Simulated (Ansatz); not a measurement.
Task: Name crystals whose computed values (the program Ansatz at the r²SCAN level (PAW)) fall in these windows: gap (eV) 1.2 to 1.5; B₀ by P(V) fit (GPa) 7.1 to 10.

Result: 

```json
[
 {"crystal": "Se, P3_221 (Se on 3b)", "gap (eV)": "1.33", "B₀ by P(V) fit (GPa)": "8.7"},
 {"crystal": "I, molecular I2 type", "gap (eV)": "1.23", "B₀ by P(V) fit (GPa)": "7.4"}
]
```
Others may fit too.

Not the usual ambient phase: Se, P3_221 (Se on 3b). Weakly bound layers, chains or molecules computed without a dispersion correction, so cells and soft constants are ill determined: Se, P3_221 (Se on 3b); I, molecular I2 type. All cells were relaxed under the symmetry of their starts (and spin orders); stability against distortions was not tested throughout. Scalar-relativistic: spin–orbit coupling is off unless named, which matters more the heavier the elements.

Potentials: the later of the program's two PAW sets.
